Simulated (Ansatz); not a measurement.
Pd:
```xyz
1
Lattice="0.0000 1.9193 1.9193 1.9193 0.0000 1.9193 1.9193 1.9193 0.0000" Properties=species:S:1:pos:R:3 pbc="T T T"
Pd     0.0000     0.0000     0.0000
```

Relaxed with LDA. Special points in fractions of this cell's reciprocal vectors: Γ (0.000, 0.000, 0.000); X (0.500, 0.000, 0.500); U (0.625, 0.250, 0.625); K (0.375, 0.375, 0.750); L (0.500, 0.500, 0.500); W (0.500, 0.250, 0.750).

### Question
List the band energies nearest the Fermi level at these points for LDA in the plane-wave PAW code Ansatz.

### Answer
In eV from the Fermi level; about four levels below and three above (degenerate sets whole), none deeper than 8.9 eV; … stands for higher levels left out; points with the same levels are listed once.

```
k                    below        above
-  -----------------------  -----------
Γ  -7.60 -3.07 -3.07 -3.07            …
X        -5.80 -5.51 -0.04  0.32 0.32 …
U  -4.48 -2.16 -1.03 -0.18            …
L  -3.12 -3.12 -0.02 -0.02            …
W  -4.66 -3.66 -3.66 -1.43       0.32 …
```

Space group Fm-3m (fcc (Cu type)). The cell was relaxed with LDA under the symmetry of its start. The run is not spin-polarised. Scalar-relativistic: spin–orbit coupling is off unless named, which matters more the heavier the elements.

Potentials: the earlier of the program's two PAW sets.
